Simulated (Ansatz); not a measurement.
C in space group P6_3/mmc (No. 194; C on 4e, C on 4f), the program Ansatz at the r²SCAN level (PAW). The conduction-band minimum lies on the Γ–M line, 82 % of the way from Γ, with 6 equivalent valleys. Second derivatives d²E/dk² of the lowest band at one valley (eV·Å²), along Cartesian directions:

```tsv
direction	d²E/dk²
[100]	38.27
[010]	4.781
[001]	3.822
[110]	21.54
[101]	21.05
[011]	4.298
```

Question: Find the principal effective masses, the density-of-states mass and the conductivity mass.

Answer: Off-diagonal terms follow from H_xy = H[110] − (H_xx + H_yy)/2, and m*/mₑ = 7.620 eV·Å² over each eigenvalue: 0.20, 1.6, 2.0. One valley's DOS mass (m₁m₂m₃)^(1/3) = 0.86, conductivity mass 3/(Σ 1/mᵢ) = 0.49 mₑ.

Question: What effective density of states Nc follows at 300 K for parabolic valleys?

Answer: Nc = 2.509e19 × 6 × (0.86)^(3/2) ≈ 1.2e20 cm⁻³.

Question: With the computed static dielectric constant 5.76 (mean of the diagonal), estimate a hydrogenic donor's binding energy and radius.

Answer: E = 13.606 eV × 0.49/5.76² ≈ 200 meV; a = 0.529 Å × ε/m* ≈ 6.2 Å. Semilocal masses tend to be too small where the gap is.

The first step of the workflow began from a Materials Project structure, measured or hypothetical. Its sites differ from those of the usual phase in this space group: another stacking or structure type. The cell was relaxed with r²SCAN under the symmetry of its start; phonons on a q-mesh show no instability.

Potentials: the later of the program's two PAW sets.
